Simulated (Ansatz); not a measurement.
Input file of a DFT run on W with Ansatz:

```yaml
crystal:
  lattice:
    - [-1.5738034095, 1.5738034095, 1.5738034095]
    - [1.5738034095, -1.5738034095, 1.5738034095]
    - [1.5738034095, 1.5738034095, -1.5738034095]
  atoms:
    - { symbol: W, position: [0.0, 0.0, 0.0] }
basis:
  ecutwfc: 420
  ecutrho_ratio: 4
kpoints:
  mp_grid: { grid: [18, 18, 18] }
hamiltonian:
  xc: pbesol
scf:
  occupations: { method: gaussian, width: 0.05 }
output:
  forces: true
  stress: true
  eigenvalues: true
```

Q: Predict the main results.

A: Pressure 2.1 GPa, gap on the mesh zero (metallic) (PBEsol, scalar-relativistic).

The output:

```
Pseudopotentials: kind: paw
Pseudopotential: W, paw, valence charge 14, recommended cutoff 420 eV (normal), W.paw.azcp
Crystal: 1 atoms, lattice volume = 15.592 Å³
Basis set: ecut = 420 eV, 321 PW (Γ), exchange–correlation on 40×40×40 points (8 copies of the dense FFT grid, shifted against one another)
Bands: 11, of which v1, the nominal top of the filled ones, is band 7 counted from 1 (6 counted from 0)
Symmetry: 48 space group operations
Space group: Im-3m (ITA 229), of the structure as read, at distance tolerance 2.5e-5 Å
k-points: 195 of 5832
Initial density: superposition of atomic densities (neutral atoms: chi_scale 0, normalization atom), corrected by the library's trained network
Initial wavefunctions: pseudopotential atomic-orbital guess
Functional: x = pbesol(κ = 0.804, μ = 0.12346), c = pbesol(β = 0.046)
```

SCF trace (energy estimate counted from the last row):
```
iteration   ΔE (eV)  density residual (eV)
        1  -1.7e-04                1.05e-4
        2   3.5e-05                3.57e-5
        3  -6.0e-06                1.17e-5
        4  -1.0e-06                1.26e-6
        5  -1.0e-06                1.25e-7
        6     0.000                1.17e-9
```

```
SCF 1 converged in 6 iterations: F = -10256.560608 eV  dr2 = 1.17e-9
SCF converged after 6 iterations
Free energy (F): -10256.560608 eV
E sigma→0 (E₀):  -10256.560169 eV
Entropy (-TS):   -0.000878 eV (-0.878 meV/atom)
Fermi energy:    22.862580 eV
--- Forces (eV/Å), atoms counted from 1 ---
  atom   1  W      0.00000000     0.00000000     0.00000000
--- Stress (GPa, compression-positive) ---
        2.112691       0.000000       0.000000
        0.000000       2.112691       0.000000
        0.000000       0.000000       2.112691
  P = ⅓ Tr σ = 2.1127 GPa (21.127 kbar)
```

These numbers lack spin–orbit coupling.
